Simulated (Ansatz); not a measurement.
Space group Pm-3m (No. 221). a = 5.407 Å, b = 5.407 Å, c = 5.407 Å, α = 90.00°, β = 90.00°, γ = 90.00°
| atom | site | symmetry | x | y | z |
| --- | --- | --- | --- | --- | --- |
| Ca | 3c | 4/mm.m | 0.0000 | 0.5000 | 0.5000 |
| Bi | 1a | m-3m | 0.0000 | 0.0000 | 0.0000 |
| P | 1b | m-3m | 0.5000 | 0.5000 | 0.5000 |

Equation of state of this Ca3BiP structure (not necessarily the ground state), with shape and atoms relaxed at each volume where symmetry leaves them free. Level of theory: DFT r2SCAN, scalar-relativistic, plane waves, PAW (Ansatz).

Plane waves to 500 eV, a k mesh through Γ of 6×6×6 on the computed 5-atom cell and Gaussian smearing (0.02 eV); no spin polarisation.

| V (Å³/atom) | E − E(largest V) (meV/atom) | P (GPa) | gap on mesh (eV) |
| --- | --- | --- | --- |
| 29.710 | 2.64 | 2.78 | 0.81 |
| 30.659 | -9.28 | 1.28 | 0.72 |
| 31.607 | -12.97 | -0.01 | 0.64 |
| 32.555 | -9.55 | -1.12 | 0.56 |
| 33.503 | 0.00 | -2.08 | 0.49 |

**Question.** Fit a third-order Birch–Murnaghan equation to E(V).

**Answer.** V0 = 31.60 Å³/atom, B0 = 40 GPa, B0' = 3.9.

Spin-orbit coupling is left out, which matters for the bands of heavy elements.